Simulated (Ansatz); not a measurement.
Question: As (simple rhombohedral, space group No. 166) is relaxed with DFT-PBE in the program Ansatz with PAW potentials. What lattice parameters of the conventional cell result?

Answer: a = 3.867 Å, c = 4.710 Å.

Question: Is it a metal or does it have a gap at this level?

Answer: No gap at this level.

Space group R-3m (simple rhombohedral). A made-up cell: these elements were put on the sites of a structure type. Its sites differ from those of the usual phase in this space group: another stacking or structure type. Symmetry was held in the PBE relaxation; its stability against distortions is not shown here. The volume moved by -26 % from the start of the relaxation. Spin–orbit coupling is left out wherever it is not named.

Potentials: the later of the program's two PAW sets.
